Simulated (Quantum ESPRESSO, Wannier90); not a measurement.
## Wannierisation of BaSnO$_{3}$ (cubic perovskite)

```xyz
5
Lattice="4.1435 0.0000 0.0000 0.0000 4.1435 0.0000 0.0000 0.0000 4.1435" Properties=species:S:1:pos:R:3 pbc="T T T"
Ba     2.0717     2.0717     2.0717
Sn     0.0000     0.0000     0.0000
O      0.0000     2.0717     0.0000
O      2.0717     0.0000     0.0000
O      0.0000     0.0000     2.0717
```

Cell from Materials Project (mp-3163), symmetrised, no further relaxation. COD (Crystallography Open Database) records the formula in this space group. Ideal cubic forms of this type are often high-temperature phases that distort on cooling; symmetry holds the cell here, and its stability was not tested. Level: PBEsol, spinors with spin-orbit coupling; pw.x of Quantum ESPRESSO at 68 Ry with PseudoDojo potentials, 4×4×4 k-points, Wannier90. Density: 8×8×8 mesh, Gaussian smearing 0.01 Ry.

A tight-binding model is made by disentanglement and projection with no localisation steps (num_iter = 0), so the 44 orbitals stay atom-like: hydrogen-like Ba: s;d; Sn: s;p; O: s;p, axes along x, y, z; frozen window up to 5.66 eV relative to the valence-band maximum. It follows pw.x to 2.4 meV rms for states up to 1.7 eV relative to the valence-band maximum. Matrix elements depend on this choice of orbitals and windows. Bands 19–20 (Ba 5p 94 %), 21–24 (Ba 5p 93 %) lie between the kept ones and are excluded.

The 30 largest hoppings ⟨m,0|H|n,R⟩ between different sites (one of each Hermitian pair; signs follow the real orbitals' lobes; the list may end inside a set of equal values):

| m | n | R | distance of the centres (Å) | t (eV) | Im t (eV) |
|---|---|---|---|---|---|
| O3 py↑ | Sn2 py↑ | 0 0 0 | 2.07 | 2.814 | 0.000 |
| O3 py↓ | Sn2 py↓ | 0 0 0 | 2.07 | 2.814 | 0.000 |
| O4 px↑ | Sn2 px↑ | 0 0 0 | 2.07 | 2.814 | 0.000 |
| O4 px↓ | Sn2 px↓ | 0 0 0 | 2.07 | 2.814 | 0.000 |
| O5 pz↑ | Sn2 pz↑ | 0 0 0 | 2.07 | 2.814 | 0.000 |
| O5 pz↓ | Sn2 pz↓ | 0 0 0 | 2.07 | 2.814 | 0.000 |
| O5 pz↑ | Sn2 pz↑ | 0 0 1 | 2.07 | 2.814 | 0.000 |
| O5 pz↓ | Sn2 pz↓ | 0 0 1 | 2.07 | 2.814 | 0.000 |
| O3 py↑ | Sn2 py↑ | 0 1 0 | 2.07 | 2.814 | 0.000 |
| O3 py↓ | Sn2 py↓ | 0 1 0 | 2.07 | 2.814 | 0.000 |
| O4 px↑ | Sn2 px↑ | 1 0 0 | 2.07 | 2.814 | 0.000 |
| O4 px↓ | Sn2 px↓ | 1 0 0 | 2.07 | 2.814 | 0.000 |
| O3 s↓ | Sn2 py↓ | 0 0 0 | 2.07 | -2.380 | 0.000 |
| O4 s↓ | Sn2 px↓ | 0 0 0 | 2.07 | -2.380 | 0.000 |
| O5 s↓ | Sn2 pz↓ | 0 0 1 | 2.07 | 2.380 | 0.000 |
| O3 s↓ | Sn2 py↓ | 0 1 0 | 2.07 | 2.380 | 0.000 |
| O4 s↑ | Sn2 px↑ | 1 0 0 | 2.07 | 2.380 | 0.000 |
| O4 s↓ | Sn2 px↓ | 1 0 0 | 2.07 | 2.380 | 0.000 |
| O3 s↑ | Sn2 py↑ | 0 0 0 | 2.07 | -2.380 | 0.000 |
| O4 s↑ | Sn2 px↑ | 0 0 0 | 2.07 | -2.380 | 0.000 |
| O5 s↑ | Sn2 pz↑ | 0 0 0 | 2.07 | -2.380 | 0.000 |
| O5 s↓ | Sn2 pz↓ | 0 0 0 | 2.07 | -2.380 | 0.000 |
| O5 s↑ | Sn2 pz↑ | 0 0 1 | 2.07 | 2.380 | 0.000 |
| O3 s↑ | Sn2 py↑ | 0 1 0 | 2.07 | 2.380 | 0.000 |
| O3 py↑ | Sn2 s↑ | 0 0 0 | 2.07 | 2.293 | 0.000 |
| O3 py↓ | Sn2 s↓ | 0 0 0 | 2.07 | 2.293 | 0.000 |
| O4 px↑ | Sn2 s↑ | 0 0 0 | 2.07 | 2.293 | 0.000 |
| O4 px↓ | Sn2 s↓ | 0 0 0 | 2.07 | 2.293 | 0.000 |
| O5 pz↑ | Sn2 s↑ | 0 0 0 | 2.07 | 2.293 | 0.000 |
| O5 pz↓ | Sn2 s↓ | 0 0 0 | 2.07 | 2.293 | 0.000 |
